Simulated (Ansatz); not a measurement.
AlP:
Space group F-43m (No. 216); a = 5.434 Å, b = 5.434 Å, c = 5.434 Å, α = 90.00°, β = 90.00°, γ = 90.00°

```tsv
atom	site	symmetry	x	y	z
Al	4a	-43m	0.0000	0.0000	0.0000
P	4d	-43m	0.7500	0.7500	0.7500
```
(The calculation used a cell of 2 atoms; values per cell refer to that cell.)

Relaxed with LDA.

**Question.** Decompose the optical modes at the zone centre into irreducible representations, and say which are infrared and Raman allowed.

**Answer.** Point group -43m: Γ_opt = T2. Infrared: T2. Raman: T2.

**Question.** Assign frequencies (DFPT, DFT-LDA in the program Ansatz with PAW potentials; without the LO–TO term).

**Answer.** T2 440 cm⁻¹.

Symmetry was held in the LDA relaxation; phonons on a q-mesh show no instability.

Potentials: the earlier of the program's two PAW sets.
